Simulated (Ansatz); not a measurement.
An Ansatz (a first-principles code) run. Input:

Ansatz 0.2 input:
```yaml
crystal:
  lattice:
    - [-2.4019082667, 2.4019082667, 7.9990000991]
    - [2.4019082667, -2.4019082667, 7.9990000991]
    - [2.4019082667, 2.4019082667, -7.9990000991]
  atoms:
    - { symbol: Sr, position: [0.6749663568, 0.6749663568, 0.0] }
    - { symbol: Sr, position: [0.3250336432, 0.3250336432, 0.0] }
    - { symbol: Sr, position: [0.5, 0.0, 0.5] }
    - { symbol: Sr, position: [0.0, 0.5, 0.5] }
    - { symbol: P, position: [0.8647351639, 0.8647351639, 0.0] }
    - { symbol: P, position: [0.1352648361, 0.1352648361, 0.0] }
    - { symbol: O, position: [0.5, 0.5, 0.0] }
kpoints:
  mp_grid: { grid: [7, 7, 7] }
  band_path:
    path:
      - [[0.0, 0.0, 0.0], [0.0, 0.0, 0.5], [0.25, 0.25, 0.25], [0.0, 0.5, 0.0], [0.0, 0.0, 0.0], [0.5, 0.5, -0.5], [0.2725414287, 0.7274585713, -0.2725414287]]  # Γ-X-P-N-Γ-M-S
      - [[-0.2725414287, 0.2725414287, 0.2725414287], [0.0, 0.0, 0.0]]  # S_0-Γ
      - [[0.0, 0.0, 0.5], [-0.0450828573, 0.0450828573, 0.5]]  # X-R
      - [[0.5, 0.5, -0.0450828573], [0.5, 0.5, -0.5]]  # G-M
      - [VBM, CBM]
    npoints: 8
hamiltonian:
  xc: r2scan
  pseudopotentials: { azcp: { folder: ./paw }, kind: paw_fr }
magnetization: { noncollinear: true, spin_orbit: true }
scf:
  n_extra_bands: 14
  convergence: { dr2_threshold: 0.0000000001 }
  occupations: { method: gaussian, width: 0.01 }
checkpoint: { write: soc.run }
output: { eigenvalues: true }
```

Output (shortened):

```
basis.fft_grid_basis auto: the FFT boxes are laid along the combinations [[1, 0, 1], [0, 1, 1], [0, 0, 1]] of the cell's own vectors, 4.804, 4.804 and 8.690 Å …
Pseudopotential: Sr, paw, valence charge 10
Pseudopotential: P, paw, valence charge 5
Pseudopotential: O, paw, valence charge 6
Functional definition: r2SCAN
non-collinear run that drives no moment, with spin-orbit …
Crystal: 7 atoms, lattice volume = 184.590 Å³
Basis set: ecut = 500 eV, 4685 PW (Γ), FFT grids on a1+a3, a2+a3, a3, exchange–correlation on 144×144×256 points (64 copies of the dense FFT grid, shifted against one another)
Bands: 70, of which v1, the nominal top of the filled ones, is band 56 counted from 1 (55 counted from 0)
Symmetry: 16 space group operations + 16 with time reversal
k-points: 40 of 343
Projection manifold: j_resolved (fully-relativistic pseudo-atomic orbitals)
SCF iter   1: F=—  HF=-16300.299282 eV  |F-HF|=—  |Δ(HF+E_count)|=         —  Δρ=6.96e-2  dr2=1.02e1  dr2_τ=6.50e-2  dr2_m=0.00e0 (ungated)  ethr=3.10e-3  |M|=0.00e0 ∫|m|=0.00e0 μB  |m|>n=0.0e0 m-floor=0.0e0 τ_xc=0.0e0  β_m=0.30  ⟨swp⟩=13.3  Hψ=9983  notcnv=0  defer=36
preconditioner: auto → Resta (q_TF=auto, 2.236 Å⁻¹)
spin=Noncollinear: Resta preconditioning applied to the charge; magnetization (m_x, m_y, m_z) channels mix plain (no charge-response kernel on spin).
SCF iter   2: F=—  HF=-16299.219091 eV  |F-HF|=—  |Δ(HF+E_count)|=    1.08e0  Δρ=2.13e-2  dr2=1.43e0  dr2_τ=3.27e-2  dr2_m=0.00e0 (ungated)  ethr=3.10e-3  |M|=0.00e0 ∫|m|=0.00e0 μB  |m|>n=0.0e0 m-floor=0.0e0 τ_xc=0.0e0  β_m=0.35  ⟨swp⟩=3.5  Hψ=3158  notcnv=0  defer=326
SCF iter   3: F=—  HF=-16299.247133 eV  |F-HF|=—  |Δ(HF+E_count)|=   2.80e-2  Δρ=1.38e-2  dr2=5.89e-1  dr2_τ=2.72e-3  dr2_m=0.00e0 (ungated)  ethr=2.56e-3  |M|=0.00e0 ∫|m|=0.00e0 μB  |m|>n=0.0e0 m-floor=0.0e0 τ_xc=0.0e0  β_m=0.67  ⟨swp⟩=2.2  Hψ=1910  notcnv=0  defer=326
SCF iter   4: F=—  HF=-16299.394490 eV  |F-HF|=—  |Δ(HF+E_count)|=   1.47e-1  Δρ=3.17e-3  dr2=1.96e-2  dr2_τ=3.03e-4  dr2_m=0.00e0 (ungated)  ethr=1.05e-3  |M|=0.00e0 ∫|m|=0.00e0 μB  |m|>n=0.0e0 m-floor=0.0e0 τ_xc=0.0e0  β_m=0.84  ⟨swp⟩=4.1  Hψ=2531  notcnv=0  defer=334
SCF iter   5: F=—  HF=-16299.400277 eV  |F-HF|=—  |Δ(HF+E_count)|=   5.79e-3  Δρ=4.84e-4  dr2=4.20e-4  dr2_τ=1.53e-5  dr2_m=0.00e0 (ungated)  ethr=3.50e-5  |M|=0.00e0 ∫|m|=0.00e0 μB  |m|>n=0.0e0 m-floor=0.0e0 τ_xc=0.0e0  β_m=0.92  ⟨swp⟩=3.9  Hψ=2223  notcnv=0  defer=328
SCF iter   6: F=—  HF=-16299.400766 eV  |F-HF|=—  |Δ(HF+E_count)|=   4.90e-4  Δρ=1.37e-4  dr2=5.99e-5  dr2_τ=3.57e-7  dr2_m=0.00e0 (ungated)  ethr=7.50e-7  |M|=0.00e0 ∫|m|=0.00e0 μB  |m|>n=0.0e0 m-floor=0.0e0 τ_xc=0.0e0  β_m=0.96  ⟨swp⟩=3.0  Hψ=2801  notcnv=0  defer=328
SCF iter   7: F=—  HF=-16299.400796 eV  |F-HF|=—  |Δ(HF+E_count)|=   2.97e-5  Δρ=3.35e-5  dr2=3.50e-6  dr2_τ=4.13e-8  dr2_m=0.00e0 (ungated)  ethr=1.07e-7  |M|=0.00e0 ∫|m|=0.00e0 μB  |m|>n=0.0e0 m-floor=0.0e0 τ_xc=0.0e0  β_m=0.98  ⟨swp⟩=2.0  Hψ=1764  notcnv=0  defer=328
SCF iter   8: F=—  HF=-16299.400970 eV  |F-HF|=—  |Δ(HF+E_count)|=   1.74e-4  Δρ=8.44e-6  dr2=1.91e-7  dr2_τ=1.64e-9  dr2_m=0.00e0 (ungated)  ethr=6.25e-9  |M|=0.00e0 ∫|m|=0.00e0 μB  |m|>n=0.0e0 m-floor=0.0e0 τ_xc=0.0e0  β_m=0.99  ⟨swp⟩=2.6  Hψ=2365  notcnv=0  defer=328
SCF iter  11: F=-16299.400970 eV  HF=-16299.400970 eV  |F-HF|=1.82e-12  |Δ(HF+E_count)|=  3.64e-12  Δρ=1.09e-7  dr2=3.75e-11  dr2_τ=5.50e-13  dr2_m=0.00e0 (ungated)  ethr=1.00e-12  |M|=0.00e0 ∫|m|=0.00e0 μB  |m|>n=0.0e0 m-floor=0.0e0 τ_xc=0.0e0  ⟨swp⟩=17.7  Hψ=7997  notcnv=0
SCF 1 converged in 11 iterations: F = -16299.400970 eV  dr2 = 3.75e-11
NSCF: frozen V_eff on 30 k-points
NSCF: frozen V_eff on 30 k-points
NSCF: frozen V_eff on 19 k-points
NSCF: frozen V_eff on 6 k-points
NSCF: frozen V_eff on 6 k-points
NSCF: frozen V_eff on 6 k-points
NSCF: frozen V_eff on 3 k-points
NSCF: frozen V_eff on 3 k-points
NSCF: frozen V_eff on 85 k-points
SCF converged after 11 iterations
Magnetization: |M| = 0.0000 μB,  M = (+0.0000, +0.0000, +0.0000) μB
Absolute magnetization: 0.0000 μB (∫|m|)
  site 0: m = (+0.0000, +0.0000, +0.0000) μB, |m| = 0.0000 μB  (R = 1.15 Å)
  site 1: m = (+0.0000, +0.0000, +0.0000) μB, |m| = 0.0000 μB  (R = 1.15 Å)
  site 2: m = (+0.0000, +0.0000, +0.0000) μB, |m| = 0.0000 μB  (R = 0.99 Å)
  site 3: m = (+0.0000, +0.0000, +0.0000) μB, |m| = 0.0000 μB  (R = 0.99 Å)
  site 4: m = (+0.0000, +0.0000, +0.0000) μB, |m| = 0.0000 μB  (R = 1.25 Å)
  site 5: m = (+0.0000, +0.0000, +0.0000) μB, |m| = 0.0000 μB  (R = 1.25 Å)
  site 6: m = (+0.0000, +0.0000, +0.0000) μB, |m| = 0.0000 μB  (R = 0.99 Å)
Free energy (F): -16299.400970 eV
Harris-Foulkes:  -16299.400970 eV  (|F-HF|=1.82e-12)
Internal energy: -16299.400970 eV  (E = F + TS)
E sigma→0 (E₀):  -16299.400970 eV
Fermi energy:    7.848164 eV
--- Per-component energies (eV) ---
  E_band       = -405.668634
  E_kinetic    = 1251.003978
  E_local      = -3574.230791  (includes V_loc(G=0)·N_el)
  E_nonlocal   = 1041.825971
  E_hartree    = 992.624474
  E_xc         = -872.760490
  E_vxc        = -921.743674  (∫ρ·V_xc dr)
  E_paw        = -12126.246979  (= ΣΔE_a)
  E_vpaw       = -236.017520  (= ΣTr[D̂ρ^β])
  E_aug_tail   = 0.000244  (compensation charges beyond the density's cutoff)
  E_vtau       = 48.244286  (kinetic-family band-sum trace: ∫τ·v_τ [+ j·A + Jᵃ·Aᵃ] dr)
  E_ewald      = -3010.819518
  E_core_change = -0.797859  (= ΣΔE_core)
  E_smearing   =  0.000000  (= −TS)
  E_closure    = 0.000000  (closes the sum)
  Σ components = -16299.400970   (vs F -16299.400970, Δ=0.00e0)
  [band-id]    e_kinetic+e_local+e_nonlocal+2·e_hartree+e_vxc+e_vpaw+e_augmentation_tail+e_vtau = -405.668558   (vs E_band -405.668634, Δ=7.59e-5)
--- Band table (eV; the first three rows and the last of 40) ---
  k-point 0: bands = ["-29.1696", "-29.1696", "-29.1543", "-29.1543", "-28.3863", "-28.3863", "-28.2037", "-28.2037", "-11.6114", "-11.6114", "-11.3315", "-11.3315", "-11.1374", "-11.1374", "-10.8758", "-10.8758", "-10.5110", "-10.5110", "-10.2379", …
  k-point 1: bands = ["-29.1677", "-29.1677", "-29.1552", "-29.1552", "-28.3684", "-28.3684", "-28.2200", "-28.2200", "-11.9471", "-11.9471", "-11.3407", "-11.3407", "-11.2855", "-11.2855", "-10.7072", "-10.7072", "-10.4420", "-10.4420", "-10.2346", …
  k-point 2: bands = ["-29.1634", "-29.1634", "-29.1573", "-29.1573", "-28.3276", "-28.3276", "-28.2565", "-28.2565", "-12.5187", "-12.5187", "-11.3514", "-11.3514", "-11.3237", "-11.3237", "-10.6893", "-10.6893", "-10.3044", "-10.3044", "-10.2264", …
  k-point 39: bands = ["-29.1672", "-29.1672", "-29.1562", "-29.1562", "-28.3769", "-28.3769", "-28.2123", "-28.2123", "-11.7655", "-11.7655", "-11.3845", "-11.3845", "-11.2105", "-11.2105", "-10.7600", "-10.7600", "-10.4794", "-10.4794", "-10.2300", …
```

Cost: roughly 8 core-minutes on shared cores.

Space group I4/mmm. The first step of the workflow began from a Materials Project structure, measured or hypothetical; the Crystallography Open Database copy checked does not list it. Whether it is the stable phase at ambient conditions was not checked. The r²SCAN relaxation kept the symmetry of its start; whether a distortion lowers the energy is not shown.

Potentials: the earlier of the program's two PAW sets. The files were generated under PBE; for other functionals the program regenerates the frozen cores, and for LDA and PBEsol the local potential too.

Ansatz is a plane-wave DFT program.
